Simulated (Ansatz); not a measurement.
# Ag (P6_3/mmc), one atom moved along a line

Method: Ansatz, DFT PBEsol, scalar-relativistic, plane waves, PAW. Settings: plane waves to 420 eV, k-mesh 18×18×6 (Γ-centred), Gaussian smearing 0.15 eV. No spin polarisation. Energies are free energies at this smearing, counted from the undisturbed cell; pressure is positive in compression.

Reference structure (relaxed at this level; with this scan's settings it stands at 0.1 GPa; this form isn't the usual structure):

```xyz
4
Lattice="2.8710 0.0000 0.0000 -1.4355 2.4863 0.0000 0.0000 0.0000 9.3381" Properties=species:S:1:pos:R:3 pbc="T T T"
Ag    0.0000    1.6575    2.3345
Ag    1.4355    0.8288    7.0035
Ag    0.0000    0.0000    0.0000
Ag    0.0000    0.0000    4.6690
```

Atom 1 (Ag) is moved by x along the Cartesian unit vector (0.577, 0.577, 0.577); the cell and all other atoms stay fixed. The cell is metallic on the mesh throughout.

| x (Å) | ΔE (meV/cell) | force along x on the moved atoms (eV/Å) | pressure (GPa) |
| --- | --- | --- | --- |
| -0.4500 | 331.7 | 1.66 | 3.4 |
| -0.1500 | 33.0 | 0.44 | 0.4 |
| 0.0000 | 0.0 | 0.00 | 0.1 |
| 0.3000 | ? | -1.12 | ? |

(1) Give the withheld values.

Results:

(1) ΔE (meV/cell) at x (Å) = 0.3000: 150.5; pressure (GPa) at x (Å) = 0.3000: 1.6.

Cost: 4 runs of about 9 core-minutes in all, on Intel Xeon Platinum 8175M (Skylake/Cascade Lake) (shared hosts).